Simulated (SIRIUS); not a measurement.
Consider a self-consistent single point of AlRu (Pm-3m, 2 atoms in the cell; from Materials Project mp-542569, changed as shown).

```
CELL_PARAMETERS angstrom
      3.04215     0.00000     0.00000
      0.00000     3.04215     0.00000
      0.00000     0.00000     3.04215
ATOMIC_POSITIONS crystal
  Al 0.00000 0.00000 0.00000
  Ru 0.50000 0.50000 0.50000
```

Level of theory: PBE, GBRV PBE ultrasoft pseudopotentials (plane waves; SIRIUS).

SIRIUS settings:

- parameters.ngridk = 8 8 8
- parameters.xc_functionals = [XC_GGA_X_PBE, XC_GGA_C_PBE]
- parameters.gk_cutoff = 6.325 1/bohr
- parameters.pw_cutoff = 14.143 1/bohr
- parameters.smearing = fermi_dirac
- parameters.smearing_width = 0.00499791 Ha
- potentials = GBRV PBE ultrasoft pseudopotentials
- parameters.electronic_structure_method = pseudopotential
- parameters.num_bands = 14
- parameters.num_mag_dims = 0
- parameters.num_dft_iter = 100
- parameters.energy_tol = 1e-07 Ha
- parameters.density_tol = 1e-06
- mixer.type = anderson
- mixer.beta = 0.3
- mixer.use_hartree = false

Results:

* **Number of valence electrons**: 19
* **Number of bands**: 14
* **Number of k-points after the program's reduction**: 35
* **Number of plane waves (most at a k-point)**: 840
* **Number of SCF iterations**: 23
* **FFT grid**: 30 × 30 × 30
* **Free energy E − TS**: -2735.5478 eV
* **Fermi level (on the code's own zero)**: 15.31 eV
* **Pressure**: -6.44 GPa

Stress (GPa, positive for compression):
```
-6.44   0.00   0.00
 0.00  -6.44   0.00
 0.00   0.00  -6.44
```

For comparison: a first run was changed to give this one (lattice scaled by 1.02), and from it to this one the free energy rises by 4.4 meV/atom and the pressure goes from 5.27 to -6.44 GPa.

The structure comes from a collection of computed structures, made at another level of theory; the collection holds predicted forms beside known ones. No clean gap shows at this smearing width and mesh (spacing up to 0.26 Å⁻¹); the mesh is coarse for partly filled bands, so the values carry mesh errors.

Cost on one core: very roughly 12 core-seconds.
